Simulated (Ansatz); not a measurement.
Values for one crystal, relaxed and computed with PBEsol (plane waves, PAW; program Ansatz); other levels are named.

* **Volume per atom**: 9.36 Å³
* **Band gap**: 4.62 eV (direct)
* **HSE06 gap on the PBEsol cell**: 6.47 eV
* **Zone-centre stability**: no imaginary mode at Γ
* **Vibrational entropy at 300 K**: 14.1 J/(K·mol of atoms)
* **Hole effective mass, band 2 of 3 at the edge**: 2.1 along [100], 2.1 along [110], 3.6 along [111] (mₑ)
* **Valence-band maximum**: at Γ

Problem. Which of these materials gives this?
A. MgO, rock salt
B. RbCl, rock salt
C. MgS, rock salt
D. BaS, rock salt

Solution. A, MgO, rock salt

Space group Fm-3m (rock salt). The cell was relaxed with PBEsol under the symmetry of its start. The volume moved by -16 % from the start of the relaxation.

Potentials: the later of the program's two PAW sets.
